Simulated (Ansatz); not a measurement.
PtPb: one input, then a changed one

The cell is the one relaxed in the Materials Project (mp-1066274), not relaxed further here; entries there can be hypothetical.

First run: DFT, r2SCAN, all-electron PAW with datasets made for the crystal, scalar-relativistic (Ansatz 0.2.0).

Command: `ansatz run input.yaml --threads 1 --pin off --max-ram 4096MiB --backend cpu --events-out ev --progress --plain --runs-dir out` The run took about 92 s on 1 thread of a shared machine.

```yaml
crystal:
  lattice:
    - [4.327082466, 0.0, 0.0]
    - [-2.163541233, 3.7473633398, 0.0]
    - [0.0, 0.0, 5.52478765]
  atoms:
    - { symbol: Pt, position: [0.0, 0.0, 0.5] }
    - { symbol: Pt, position: [0.0, 0.0, 0.0] }
    - { symbol: Pb, position: [0.3333333333, 0.6666666667, 0.25] }
    - { symbol: Pb, position: [0.6666666667, 0.3333333333, 0.75] }
kpoints:
  mp_grid: { grid: [9, 9, 6] }
  band_path:
    path:
      - [0.0, 0.0, 0.0]
      - [0.5, 0.0, 0.0]
      - [0.3333333333, 0.3333333333, 0.0]
      - [0.0, 0.0, 0.0]
      - [0.0, 0.0, 0.5]
      - [0.5, 0.0, 0.5]
      - [0.3333333333, 0.3333333333, 0.5]
      - [0.0, 0.0, 0.5]
      - [0.5, 0.0, 0.5]
    npoints: 8
scf:
  occupations: { method: fermi_dirac, width: 0.05 }
hamiltonian:
  xc: r2scan
  pseudopotentials: { kind: all_electron, datasets: crystal }
output:
  forces: true
  stress: true
  eigenvalues: true
  efg: { contact_densities: true }
```

Result: converged; pressure -0.42 GPa; no gap on the k mesh; 14 SCF iterations.

No spin–orbit coupling, which matters for the heavy atoms here.

The input is then changed:

```diff
@@ -26,5 +26,5 @@
   occupations: { method: fermi_dirac, width: 0.05 }
 hamiltonian:
-  xc: r2scan
+  xc: lda
   pseudopotentials: { kind: all_electron, datasets: crystal }
 output:
```

**Question.** Predict the outcome of the changed run.

**Answer.** It converged; pressure -5.24 GPa; no gap on the k mesh; 10 SCF iterations.

The results part of its log:

```
SCF 1 converged in 10 iterations: F = -2136885.317115 eV  dr2 = 2.47e-8
  Residual-converged pass: ⟨swp⟩=3.0  Hψ=3314  notcnv=0  max |occ|·‖R‖ = 6.6e-6 eV (tolerance 6.7e-6 eV)  dr2=2.39e-8  dr2_onsite=1.19e-8  max |Δocc| = 2.0e-9
  greatest PAW one-centre occupation: 0.976 electrons in one spin orbital (limit 2), on the Pb atom at site 3 (counted from 0), in its partial waves of l = 2
NSCF: frozen V_eff on 65 k-points
SCF converged after 10 iterations
Free energy (F): -2136885.317115 eV
Harris-Foulkes:  -2136885.317115 eV  (|F-HF|=1.12e-8)
Internal energy: -2136885.297746 eV  (E = F + TS)
E sigma→0 (E₀):  -2136885.307431 eV
Entropy (-TS):   -0.019369 eV (-4.842 meV/atom)
Past the cutoff: the bands carry plane waves up to 1.75 times it, of which those up to 1.5 times it add -0.000509 eV an atom, each by itself; the spheres take 0.000685 eV an atom off the energy for waves past 1.75 times it
By the cutoff:   a pressure is off by up to 0.010 GPa (1.2 times the spheres' own share and the shells' term, over an atom's volume, and 0.004 GPa: a bound that held against runs at twice the plane waves)
Past the cutoffs: a stress includes 0.0024 GPa for waves and charges beyond them, in addition to the slope of what the spheres take
In the spheres:  the bands' charges fall short by 9.7e-7 e at most (sound up to 1e-3), those of shells solved beside the bands by 5.1e-7 e (sound up to 5e-4)
Fermi energy:    19.605017 eV
--- Per-component energies (eV) ---
  The terms above E_closure are by the made datasets' own strengths, without shells solved beside the bands.
--- Forces (eV/Å), atoms counted from 1 ---
  atom   1  Pt     0.00000000     0.00000000     0.00000000
  atom   2  Pt    -0.00000000     0.00000000     0.00000000
  atom   3  Pb     0.00000000     0.00000000     0.00000000
  atom   4  Pb     0.00000000    -0.00000000     0.00000000
  max |Σ_I F_I| component: 1.05e-30 eV/Å
--- Stress (GPa, compression-positive) ---
       -4.926285      -0.000000       0.000000
       -0.000000      -4.926285       0.000000
        0.000000       0.000000      -5.878627
  P = ⅓ Tr σ = -5.2437 GPa (-52.437 kbar)
  It holds what live shells' own plane waves past their cutoff add
--- PAW observables at the nuclei: V_zz in 10²¹ V/m², potentials from the cell's mean, atoms counted from 1 ---
  atom   1  Pt V_zz =   -19.117940   η = 0.0000   by run symmetry: allowed
            electrostatic potential = -16114.280241 V   contact ρ = 12031252.357600 e/Å³
  atom   2  Pt V_zz =   -19.117940   η = 0.0000   by run symmetry: allowed
            electrostatic potential = -16114.280241 V   contact ρ = 12031252.357600 e/Å³
  atom   3  Pb V_zz =   +18.764129   η = 0.0000   by run symmetry: allowed
            electrostatic potential = -17479.696815 V   contact ρ = 16456963.463262 e/Å³
  atom   4  Pb V_zz =   +18.764129   η = 0.0000   by run symmetry: allowed
            electrostatic potential = -17479.696815 V   contact ρ = 16456963.463262 e/Å³
--- Band table (eV; the first three rows and the last of 48) ---
  k-point 0: bands = ["2.8589", "2.8589", "2.9457", "2.9546", "2.9546", "2.9824", "2.9824", "3.0005", "3.0436", "3.0436", "8.1985", "12.1288", "14.3469", "14.6124", "15.0513", "15.0513", "16.1602", "16.1602", "17.1373", "17.1373", "18.2093", "18.2093", "21.0914", "21.5878", "21.5878", "23.1589", "23.1688", "24.5727"]
  k-point 1: bands = ["2.8663", "2.8663", "2.9500", "2.9500", "2.9502", "2.9852", "2.9852", "2.9978", "3.0373", "3.0373", "8.3471", "11.4707", "14.8242", "15.0729", "15.1689", "15.1689", "16.2496", "16.2496", "16.9860", "16.9860", "17.9354", "17.9354", "20.4155", "21.9478", "21.9478", "22.4106", "23.7623", "24.4767"]
  k-point 2: bands = ["2.8863", "2.8863", "2.9357", "2.9357", "2.9619", "2.9895", "2.9931", "2.9931", "3.0221", "3.0221", "8.7854", "10.4212", "15.4122", "15.5065", "15.5065", "16.1000", "16.5066", "16.5066", "16.5656", "16.5656", "17.4019", "17.4019", "19.5022", "21.0386", "22.7287", "22.7287", "24.1494", "24.1494"]
  k-point 47: bands = ["2.9117", "2.9117", "2.9357", "2.9357", "2.9906", "2.9906", "2.9928", "2.9928", "3.0382", "3.0382", "10.8239", "10.8239", "15.1975", "15.1975", "15.2950", "15.2950", "16.3360", "16.3360", "16.7695", "16.7695", "16.9495", "16.9495", "18.1747", "18.1747", "18.8228", "18.8228", "26.0270", "26.0270"]
```
